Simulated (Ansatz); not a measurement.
**Al: computed DOS**

```xyz
1
Lattice="0.0000 2.0240 2.0240 2.0240 0.0000 2.0240 2.0240 2.0240 0.0000" Properties=species:S:1:pos:R:3 pbc="T T T"
Al    0.0000    0.0000    0.0000
```

Conventional cell: a = 4.048 Å, b = 4.048 Å, c = 4.048 Å, α = 90.00°, β = 90.00°, γ = 90.00°. Al (atom 1) has 12 Al at 2.86 Å as nearest neighbours.

The geometry is COD entry 4313206, unchecked; take it as a test cell.

All numbers below come from DFT, LDA, all-electron LAPW, scalar-relativistic (Ansatz 0.2.0).

Numerical set-up: a Γ-centred 17×17×17 k mesh, Fermi–Dirac smearing of 0.03 eV, basis error target 0.5 meV/atom, no spin polarisation.

States per eV and cell, averaged over 0.4 eV, from -5.8 to 3.6 eV, with energies (bin centres) from the Fermi level; empty bins are left out. 

| E (eV) | total |
| --- | --- |
| -5.7 | 0.28 |
| -5.3 | 0.30 |
| -4.9 | 0.33 |
| -4.5 | 0.32 |
| -4.1 | 0.31 |
| -3.7 | 0.34 |
| -3.3 | 0.36 |
| -2.9 | 0.40 |
| -2.5 | 0.37 |
| -2.1 | 0.36 |
| -1.7 | 0.33 |
| -1.3 | 0.35 |
| -0.9 | 0.43 |
| -0.5 | 0.41 |
| -0.1 | 0.36 |
| 0.3 | 0.41 |
| 0.7 | 0.44 |
| 1.1 | 0.44 |
| 1.5 | 0.42 |
| 1.9 | 0.44 |
| 2.3 | 0.46 |
| 2.7 | 0.47 |
| 3.1 | 0.48 |
| 3.5 | 0.48 |
